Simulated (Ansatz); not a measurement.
Consider the following.

MgS:
```yaml
crystal:
  lattice:
    - [3.98462, 0.00000, 0.00000]
    - [-1.99231, 3.45078, 0.00000]
    - [0.00000, 0.00000, 6.36024]
  atoms:
    - { symbol: Mg, position: [0.66667, 0.33333, 0.49660] }
    - { symbol: Mg, position: [0.33333, 0.66667, 0.99660] }
    - { symbol: S, position: [0.33333, 0.66667, 0.37839] }
    - { symbol: S, position: [0.66667, 0.33333, 0.87839] }
```

This is the LDA-relaxed structure. Tensor components refer to the Cartesian frame of this cell.

Problem. All from the program Ansatz at the LDA level (PAW), unless another level is named. Give the Debye temperature from the elastic constants.

Solution. 351 K.

Problem. Predict the zero-point energy.

Solution. 46.0 meV/atom.

Problem. Next, the vibrational entropy at 300 K?

Solution. 25.9 J/(K·mol of atoms).

Problem. Predict the elastic constants (relaxed ions, GPa).

Solution. C11 = 89.0, C12 = 53.3, C13 = 46.7, C33 = 82.2, C44 = 18.0.

Space group P6_3mc (wurtzite). The first step of the workflow began from a Materials Project structure, measured or hypothetical; the Crystallography Open Database copy checked does not list it. COD files the formula under space group No. 225, so this cell is another polymorph or a model. Whether it is the stable phase at ambient conditions was not checked. Symmetry was held in the LDA relaxation; phonons on a q-mesh show no instability.

Potentials: the later of the program's two PAW sets.
